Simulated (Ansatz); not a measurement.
Input file for Ansatz (an electronic-structure program):

Ansatz 0.2 input:
```yaml
crystal:
  lattice:
    - [4.0670600202, 0.0, 0.0]
    - [0.0, 4.8875676023, 0.0]
    - [0.0, 0.0, 2.7094133559]
  atoms:
    - { symbol: Ru, position: [0.0, 0.0, 0.0] }
    - { symbol: Ru, position: [0.5, 0.5, 0.5] }
    - { symbol: N, position: [0.3783548783, 0.9089112499, 0.5] }
    - { symbol: N, position: [0.6216451217, 0.0910887501, 0.5] }
    - { symbol: N, position: [0.8783548783, 0.5910887501, 0.0] }
    - { symbol: N, position: [0.1216451217, 0.4089112499, 0.0] }
kpoints:
  mp_grid: { grid: [10, 9, 15] }
hamiltonian:
  xc: r2scan
  pseudopotentials: { kind: paw }
scf:
  occupations: { method: gaussian, width: 0.05 }
checkpoint: { read: metal.run }
output: { write_density: true, elf: true, volumetric_format: npy }
basis: { fft_grid_basis: typed }
```

Output (shortened):

```
Pseudopotential: Ru, paw, valence charge 16
Pseudopotential: N, paw, valence charge 5
Functional definition: r2SCAN
Crystal: 6 atoms, lattice volume = 53.858 Å³
Basis set: ecut = 500 eV, 1359 PW (Γ), exchange–correlation on 120×144×80 points (64 copies of the dense FFT grid, shifted against one another)
Bands: 38, of which v1, the nominal top of the filled ones, is band 26 counted from 1 (25 counted from 0)
Symmetry: 8 space group operations
Space group: Pnnm (ITA 58), of the structure as read, at distance tolerance 3.8e-5 Å
k-points: 240 of 1350
Stability of the state it starts from, as read at its close in the unpolarized treatment …
iter 1 solved again at ethr=3.77e-8 eV; its pass at ethr=3.10e-3 eV (dr2=1.96e-5 eV) is discarded
SCF iter   1: F=—  HF=-13319.101301 eV  |F-HF|=—  |Δ(HF+E_count)|=         —  Δρ=6.48e-7  dr2=1.75e-10  dr2_τ=3.95e-11  ethr=3.77e-8  ⟨swp⟩=3.9  Hψ=64173  notcnv=0
preconditioner: auto → Kerker (q_TF=auto, 2.712 Å⁻¹)
SCF iter   2: F=-13319.101301 eV  HF=-13319.101301 eV  |F-HF|=5.82e-11  |Δ(HF+E_count)|=   2.41e-8  Δρ=4.42e-7  dr2=8.63e-11  dr2_τ=4.97e-11  ethr=1.00e-12  ⟨swp⟩=6.3  Hψ=33774  notcnv=0
SCF 1 converged in 2 iterations: F = -13319.101301 eV  dr2 = 8.63e-11
SCF converged after 2 iterations
Free energy (F): -13319.101301 eV
Harris-Foulkes:  -13319.101301 eV  (|F-HF|=5.82e-11)
Internal energy: -13319.098473 eV  (E = F + TS)
E sigma→0 (E₀):  -13319.099887 eV
Entropy (-TS):   -0.002828 eV (-0.471 meV/atom)
Fermi energy:    16.485951 eV
--- Per-component energies (eV) ---
  E_band       = -219.237932
  E_kinetic    = 1551.183893
  E_local      = -3593.444088  (includes V_loc(G=0)·N_el)
  E_nonlocal   = 870.360502
  E_hartree    = 1148.699611
  E_xc         = -603.787301
  E_vxc        = -866.416614  (∫ρ·V_xc dr)
  E_paw        = -7472.910600  (= ΣΔE_a)
  E_vpaw       = -534.399747  (= ΣTr[D̂ρ^β])
  E_aug_tail   = 0.000235  (compensation charges beyond the density's cutoff)
  E_vtau       = 56.078684  (kinetic-family band-sum trace: ∫τ·v_τ [+ j·A + Jᵃ·Aᵃ] dr)
  E_ewald      = -5218.460555
  E_core_change = -0.740170  (= ΣΔE_core)
  E_smearing   = -0.002828  (= −TS)
  E_closure    =  0.000000  (closes the sum)
  Σ components = -13319.101301   (vs F -13319.101301, Δ=0.00e0)
  [band-id]    e_kinetic+e_local+e_nonlocal+2·e_hartree+e_vxc+e_vpaw+e_augmentation_tail+e_vtau = -219.237913   (vs E_band -219.237932, Δ=1.84e-5)
--- Band table (eV; the first three rows and the last of 240) ---
  k-point 0: bands = ["-58.2898", "-58.2802", "-27.5497", "-27.5311", "-27.5290", "-27.5116", "-27.3205", "-27.2676", "-5.4901", "-4.8536", "4.1788", "4.5898", "7.7021", "8.3494", "10.0304", "10.8921", "10.9169", "11.1543", "12.3305", "13.0067", "13.6785", …
  k-point 1: bands = ["-58.2871", "-58.2778", "-27.5542", "-27.5456", "-27.5372", "-27.5275", "-27.3176", "-27.2658", "-5.4480", "-4.8233", "4.1701", "4.5547", "7.7662", "8.3883", "9.8927", "10.8671", "10.9751", "11.1522", "12.1720", "12.6146", "13.6993", …
  k-point 2: bands = ["-58.2796", "-58.2709", "-27.6251", "-27.6095", "-27.5341", "-27.5173", "-27.3092", "-27.2610", "-5.3266", "-4.7369", "4.1413", "4.4543", "7.9479", "8.4757", "9.5798", "10.7470", "10.8235", "11.2008", "11.9174", "12.1866", "13.6540", …
  k-point 239: bands = ["-58.2260", "-58.2260", "-28.0830", "-28.0830", "-27.4575", "-27.4575", "-27.2432", "-27.2432", "-4.3532", "-4.3532", "4.3773", "4.3773", "7.9419", "7.9419", "9.3555", "9.3555", "9.6205", "9.6205", "12.5450", "12.5450", "13.8633", …
```

Cost: roughly 25 core-seconds on shared cores.

The first step of the workflow began from a Materials Project structure, measured or hypothetical; the Crystallography Open Database copy checked does not list it. Its standing as an ambient phase is unchecked. Symmetry was held in the r²SCAN relaxation; its stability against distortions is not shown here. The run is not spin-polarised. Its formation energy is positive at this level, so the cell may be metastable or incomplete. Scalar-relativistic: spin–orbit coupling is off unless named, which matters more the heavier the elements.

Potentials: the later of the program's two PAW sets.

Ansatz is a plane-wave DFT program.
